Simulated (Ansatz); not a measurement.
Starting structure of a cell relaxation (symmetry kept):

```yaml
crystal:
  lattice:
    - [0.00000, 2.22000, 2.22000]
    - [2.22000, 0.00000, 2.22000]
    - [2.22000, 2.22000, 0.00000]
  atoms:
    - { symbol: Hf, position: [0.00000, 0.00000, 0.00000] }
```

Level of theory: DFT r2SCAN, scalar-relativistic, plane waves, PAW in Ansatz.

Settings: cutoff 500 eV, Γ-centred mesh 16×16×16 on the computed 1-atom cell, Gaussian smearing of 0.10 eV; no spin polarisation.

Question: What does it relax to?

Answer: The volume rises by 0.59 Å³/atom to 22.47 Å³/atom, and the energy falls by 5.0 meV/atom. Final structure:
```
CELL_PARAMETERS angstrom
0.00000 2.23965 2.23965
2.23965 0.00000 2.23965
2.23965 2.23965 0.00000
ATOMIC_POSITIONS crystal
Hf 0.00000 0.00000 0.00000
```

Course of the relaxation (steps run on the plane waves of an earlier cell, and the basis is chosen afresh near the end, so energy and pressure can step there; trial steps that raised the energy were taken back; energies are free energies):

```json
{"step": "1", "E − E_final (meV/atom)": "5.0", "P (GPa)": "2.79", "V (Å³/atom)": "21.88"}
{"step": "2", "E − E_final (meV/atom)": "6.6", "P (GPa)": "-2.96", "V (Å³/atom)": "23.15"}
{"step": "3", "E − E_final (meV/atom)": "0.1", "P (GPa)": "-0.06", "V (Å³/atom)": "22.48"}
{"step": "4", "E − E_final (meV/atom)": "0.1", "P (GPa)": "0.00", "V (Å³/atom)": "22.47"}
{"step": "5", "E − E_final (meV/atom)": "0.0", "P (GPa)": "0.00", "V (Å³/atom)": "22.47"}
```

Spin–orbit coupling is left out, which can shift energies with elements as heavy as these.